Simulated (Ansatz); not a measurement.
## SnSe₂: stationary points along a deformation path

These are results of DFT PBEsol+D3(BJ), scalar-relativistic, plane waves, PAW (Ansatz 0.2.0), not measurements. Settings: plane waves to 420 eV, k-mesh 12×12×6 (Γ-centred), Gaussian smearing 0.05 eV. No spin polarisation. Energies are free energies at this smearing, counted from the undisturbed cell; pressure is positive in compression.

The undisturbed cell (as given, not relaxed at this level; it stands at 0.2 GPa):

```
CELL_PARAMETERS angstrom
3.81100 0.00000 0.00000
-1.90550 3.30042 0.00000
0.00000 0.00000 6.13700
ATOMIC_POSITIONS crystal
Sn 0.00000 0.00000 0.00000
Se 0.33333 0.66667 0.25000
Se 0.66667 0.33333 0.75000
```

At fixed volume and fractional coordinates, lengths along (0.000, 0.000, 1.000) are scaled against those across it; ρ is that ratio over its starting value. V = 25.730 Å³/atom. Δσ is the stress along the axis less the mean stress across it (compression positive).

| ρ | ΔE (meV/atom) | Δσ (GPa) | space group |
| --- | --- | --- | --- |
| 0.800 | 123.2 | 6.47 | P-3m1 |
| 0.850 | 81.5 | 6.43 | P-3m1 |
| 0.920 | 31.5 | 5.07 | P-3m1 |
| 0.960 | 11.6 | 3.58 | P-3m1 |
| 1.000 | 0.0 | 1.63 | P-3m1 |
| 1.050 | -1.0 | -1.37 | P-3m1 |
| 1.100 | 14.3 | -4.88 | P-3m1 |
| 1.200 | 94.8 | -12.38 | P-3m1 |
| 1.300 | 228.8 | -18.61 | P-3m1 |

**Question.** How does the stress give the slope of the energy, and where is the energy stationary?

**Answer.** Along the path d ln(length) is 2/3 d ln ρ on the axis and −1/3 d ln ρ across it, so dE/d ln ρ = −(2/3) V Δσ: the energy falls with ρ where Δσ is positive. Δσ vanishes or changes sign between ρ = 1.000 and 1.050, a minimum (near 1.03 by linear interpolation). Pairs of stationary points between two samples would go unseen, and could change a minimum read from distant neighbours into a maximum.

**Question.** Integrate that slope from ρ = 1 to 1.200 by the trapezoid rule.

**Answer.** With V/N in Å³ and 1 eV/Å³ = 160.2 GPa the slopes at ρ = 1.000, 1.050, 1.100, 1.200 are -174, 146, 522, 1325 meV/atom per unit of ln ρ. The steps add (-0.7) + 15.5 + 80.4 = 95.2 meV/atom, against 94.8 from the energies; the trapezoid rule misses the curvature of the slope within each step.

Forces appear on the atoms along this scan, and letting them relax would lower the energy and soften the response. The gap closes along the scan, which can put kinks into the curve.

Cost: 9 runs of about 3.8 core-minutes in all, on Intel Xeon Processor @ 2.50GHz (Skylake/Cascade Lake) (shared hosts).